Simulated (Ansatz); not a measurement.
ScIr3C:
```
ScIr3C
1.0
    4.13049     0.00000     0.00000
    0.00000     4.13049     0.00000
    0.00000     0.00000     4.13049
Sc Ir C
1 3 1
Cartesian
  0.00000   0.00000   0.00000
  0.00000   2.06525   2.06525
  2.06525   0.00000   2.06525
  2.06525   2.06525   0.00000
  2.06525   2.06525   2.06525
```

Relaxed with PBE. Special points in fractions of this cell's reciprocal vectors: Γ (0.000, 0.000, 0.000); X (0.000, 0.500, 0.000); M (0.500, 0.500, 0.000); R (0.500, 0.500, 0.500).

List the band energies nearest the Fermi level at these points for PBE (plane waves, PAW; program Ansatz).

In eV from the Fermi level; about four levels below and three above (degenerate sets whole), none deeper than 8.9 eV; points with the same levels are listed once.

```csv
k,below,above
Γ,-2.75 -2.75 -2.75 -2.14 -2.14,0.07 0.07 0.07
X,-2.22 -2.08 -2.08 -1.58,0.07 0.07 0.07
M,-2.31 -2.03 -1.63 -1.47,0.72 0.72 1.25
R,-0.69 -0.69 -0.69 -0.16 -0.16 -0.16,1.02 1.02 1.02
```

Space group Pm-3m (anti-perovskite). The start of the workflow was typed in or built on a structure type; neither database checked (COD, Materials Project) lists it. Whether it is the stable phase at ambient conditions was not checked. The cell was relaxed with PBE under the symmetry of its start; whether a distortion lowers the energy is not shown. The run is not spin-polarised. Spin–orbit coupling is left out wherever it is not named.

Potentials: the earlier of the program's two PAW sets.
